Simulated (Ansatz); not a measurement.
Input:

Sn₄Pd:
```cif
data_Pd4Sn16
_chemical_formula_sum 'Sn16 Pd4'
_space_group_name_H-M_alt 'Ccce :1'
_space_group_IT_number 68
_space_group_name_Hall 'C 2 2 -1ac'
_cell_length_a 6.48236
_cell_length_b 11.56397
_cell_length_c 6.43952
_cell_angle_alpha 90.000
_cell_angle_beta 90.000
_cell_angle_gamma 90.000
loop_
_space_group_symop_operation_xyz
  'x, y, z'
  '-x, -y, z'
  'x, -y, -z'
  '-x, y, -z'
  '-x+1/2, -y, -z+1/2'
  'x+1/2, y, -z+1/2'
  '-x+1/2, y, z+1/2'
  'x+1/2, -y, z+1/2'
  'x+1/2, y+1/2, z'
  '-x+1/2, -y+1/2, z'
  'x+1/2, -y+1/2, -z'
  '-x+1/2, y+1/2, -z'
  '-x, -y+1/2, -z+1/2'
  'x, y+1/2, -z+1/2'
  '-x, y+1/2, z+1/2'
  'x, -y+1/2, z+1/2'
loop_
_atom_site_label
_atom_site_type_symbol
_atom_site_symmetry_multiplicity
_atom_site_Wyckoff_symbol
_atom_site_fract_x
_atom_site_fract_y
_atom_site_fract_z
_atom_site_occupancy
Sn1 Sn 16 i 0.32871 0.12572 0.33096 1
Pd1 Pd 4 b 0.50000 0.50000 0.50000 1
```
(The calculation used a cell of 10 atoms; values per cell refer to that cell.)

This is the r²SCAN-relaxed structure.

Task: All from r²SCAN in the plane-wave PAW code Ansatz, unless another level is named. Predict the formation energy from the elements (no fitted shifts).

Result: -0.15 eV/atom.

Task: And the density of states at the Fermi level?

Result: 0.29 states/eV per atom (mean over ±0.08 eV).

The first step of the workflow began from a Materials Project structure, measured or hypothetical; the Crystallography Open Database files this formula in space group No. 68, but the cells were not matched. Its standing as an ambient phase is unchecked. Symmetry was held in the r²SCAN relaxation; its stability against distortions is not shown here. The run is not spin-polarised. The references are the lowest solids computed at this level, not always the standard phases. Scalar-relativistic: spin–orbit coupling is off unless named, which matters more the heavier the elements.

Potentials: the later of the program's two PAW sets.
